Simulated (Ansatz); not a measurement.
TaSnO$_{3}$ (cubic perovskite, Pm-3m), r²SCAN (plane waves, PAW; program Ansatz), all energies at zero smearing, with the estimated change up to a 700 eV cutoff added, with one set of potentials and settings (totals compare only within such a set). Cell of 5 atoms (1 Sn, 1 Ta, 3 O): -17691.201 eV.

```json
[
 {"element": "Sn", "reference phase": "Fd-3m, 2 atoms in the cell", "E (eV/atom)": "-6038.6401"},
 {"element": "Ta", "reference phase": "Im-3m, 1 atoms in the cell", "E (eV/atom)": "-9944.3222"},
 {"element": "O", "reference phase": "C2/m, 4 atoms in the cell, spin-polarised", "E (eV/atom)": "-566.0281"}
]
```

Formation energy per atom, worked out: (-17691.201 − 1×(-6038.6401) − 1×(-9944.3222) − 3×(-566.0281))/5 = -2.031 eV/atom (-196 kJ per mol of atoms), at 0 K, without zero-point energy or fitted corrections.

The workflow started from an entry of the Crystallography Open Database (COD). Whether it is the stable phase at ambient conditions was not checked. The cell was relaxed with r²SCAN under the symmetry of its start; its stability against distortions is not shown here. No spin polarisation was allowed. The references are the lowest solids computed at this level, not always the standard phases (solids in place of the gases). Spin–orbit coupling is left out wherever it is not named.

Potentials: the later of the program's two PAW sets.
